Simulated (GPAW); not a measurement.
## Fitting the PBE energy curve of InSb3

Symmetry: Fm-3m, No. 225, cubic system. The conventional cell has a = 7.589 Å, b = 7.589 Å, c = 7.589 Å, α = 90.00°, β = 90.00°, γ = 90.00°. Sb (site symmetry m-3m) is surrounded by 8 Sb at 3.29 Å. Around Sb (site symmetry -43m) lie 4 In at 3.29 Å and 4 Sb at 3.29 Å. In (site symmetry m-3m) has 8 Sb at 3.29 Å as nearest neighbours.

The cell comes from a database or a generator and needn't be the stable form of this composition.

The cell was scaled at fixed shape and fractions and run with GPAW, GPAW PAW data sets (gpaw-data 1.2.1), cutoff 600 eV; PBE, k mesh 6 × 6 × 6 on the cell of 4 atoms, fermi-dirac occupations of 0.05 eV, no spin polarisation, no spin-orbit coupling. Energies are those that the program minimises, any entropy of the smearing included. For a metal such a mesh isn't converged to the digits shown.

```tsv
V (Å³/atom)	energy over the lowest row (meV/atom)
25.6791	12.405
26.2255	4.142
26.7719	?
27.3182	0.000
27.8646	3.140
28.4110	9.244
28.9573	17.974
```

Q: Fit the third-order Birch-Murnaghan form, give V0, B0 and B′, and predict the energy left open.

A: With y = (V0/V)^(2/3), E = E0 + (9 V0 B0/16) [(y - 1)³ B′ + (y - 1)² (6 - 4y)]. Least squares through the rows shown give V0 = 27.0715 Å³/atom, E0 = -0.365 meV, B0 = 51.30 GPa (1 eV/Å³ = 160.218 GPa) and B′ = 5.11, with a largest miss of 0.012 meV. At V = 26.7719 the form with these constants gives 0.178 meV; the run gave 0.188 meV an atom.
